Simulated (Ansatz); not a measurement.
Level of theory: Ansatz 0.2.0, DFT PBE, scalar-relativistic, plane waves, PAW. All cells share a 420 eV cutoff and Γ-centred k meshes spaced at most about 0.3 Å⁻¹ (2π included). No spin polarisation in the final relaxations.

These are static total energies at zero pressure. All come from trial cells, and lower structures may exist.

**Question.** Order these relaxed structures of NaAg2I3 by energy, lowest first, with the energy over the lowest of them.
A.

```
Na Ag I
1.0
     3.91622    0.00000    0.00000
     0.00000    3.91622    0.00000
     0.00000    0.00000   11.74930
Na Ag I
1 2 3
Direct
  0.00000 0.00000 0.50000
  0.00000 0.00000 0.84082
  0.00000 0.00000 0.15918
  0.50000 0.50000 0.67377
  0.50000 0.50000 0.32623
  0.50000 0.50000 0.00000
```

B.

```
Na Ag I
1.0
     4.56922    2.63804    4.41459
    -4.56922    2.63804    4.41459
     0.00000   -5.27608    4.41459
Na Ag I
1 2 3
Cartesian
  0.0000 0.0000 0.0000
  0.0000 0.0000 10.1352
  0.0000 0.0000 3.1085
  -2.2846 1.3190 2.2073
  2.2846 1.3190 2.2073
  0.0000 -2.6380 2.2073
```

**Answer.** B (0 meV/atom), A (104 meV/atom). Forms: B R-3m; A P4/mmm. Counting I atoms around Ag and Na (those within 1.25 times the shortest such distance or 1.15 times the sum of covalent radii): B has Na 6, Ag 3; A has Na 8, Ag 8.

These runs have no spin–orbit coupling, which can matter for I. Cells relaxed within their symmetry can be saddle points. Some structure types and database cells were kept out of the candidates from the start, so a known form may be missing.
